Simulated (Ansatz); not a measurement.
A sublattice moved along a line in Ti$_{3}$O$_{4}$

Method: DFT r2SCAN, scalar-relativistic, plane waves, PAW in Ansatz 0.2.0. The runs took a 500 eV cutoff, a Γ-centred 8×8×14 mesh and Gaussian smearing (0.15 eV). No spin polarisation. Energies are free energies at this smearing, counted from the undisturbed cell; pressure is positive in compression.

Zero of the scan (relaxed at this level; it needn't be the usual structure):

```
Ti O
1.0
     2.92423   -4.06089    0.00000
     2.92423    4.06089    0.00000
     0.00000    0.00000    2.99892
Ti O
3 4
Direct
  0.00000 0.00000 0.50000
  0.50000 0.00000 0.00000
  0.00000 0.50000 0.00000
  0.76538 0.76538 0.00000
  0.25732 0.74268 0.50000
  0.23462 0.23462 0.00000
  0.74268 0.25732 0.50000
```

Every O atom is moved by x along the Cartesian unit vector (0.000, 0.000, 1.000); the cell and all other atoms stay fixed. The cell is metallic on the mesh throughout.

Problem. Over the sampled range (-0.1000 to 0.0875), is the undisturbed cell the lowest point?

Solution. Yes, every other sampled point lies higher.

The scan:

| x (Å) | ΔE (meV/cell) |
| --- | --- |
| -0.1000 | 182.3 |
| -0.0500 | 45.3 |
| 0.0000 | 0.0 |
| 0.0250 | 11.3 |
| 0.0750 | 102.1 |
| 0.0875 | 139.2 |